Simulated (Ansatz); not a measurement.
GaN:
```cif
data_Ga2N2
_chemical_formula_sum 'Ga2 N2'
_space_group_name_H-M_alt 'P63mc'
_space_group_IT_number 186
_space_group_name_Hall 'P 6c -2c'
_cell_length_a 3.15182
_cell_length_b 3.15182
_cell_length_c 5.13835
_cell_angle_alpha 90.000
_cell_angle_beta 90.000
_cell_angle_gamma 120.000
loop_
_atom_site_label
_atom_site_type_symbol
_atom_site_symmetry_multiplicity
_atom_site_Wyckoff_symbol
_atom_site_fract_x
_atom_site_fract_y
_atom_site_fract_z
_atom_site_occupancy
Ga1 Ga 2 b 0.66667 0.33333 0.00082 1
N1 N 2 b 0.33333 0.66667 0.12438 1
```

Relaxed with LDA.

Problem. Give the optical modes at the zone centre with their infrared and Raman activity from DFPT, the program Ansatz at the LDA level (PAW).

Solution. Transverse frequencies, without the LO–TO term; a row sums one degenerate level.

| ω (cm⁻¹) | degeneracy | IR ((D/Å)²/amu) | Raman (Å⁴/amu) | activity | symmetry |
|---|---|---|---|---|---|
| 140 | 2 | 0.00 | 0.33 | Raman | E2 |
| 336 | 1 | 0.00 | 0 | silent | B1 |
| 538 | 1 | 29.54 | 23 | IR+Raman | A1 |
| 561 | 2 | 52.97 | 7.4 | IR+Raman | E1 |
| 570 | 2 | 0.00 | 31 | Raman | E2 |
| 698 | 1 | 0.00 | 0 | silent | B1 |

Problem. How high does the top mode go among those that the LO–TO term moves?

Solution. 736 cm⁻¹ for q along x, 736 cm⁻¹ for q along y, 730 cm⁻¹ for q along z.

Space group P6_3mc (wurtzite). The LDA relaxation kept the symmetry of its start; phonons on a q-mesh show no instability.

Potentials: the later of the program's two PAW sets.
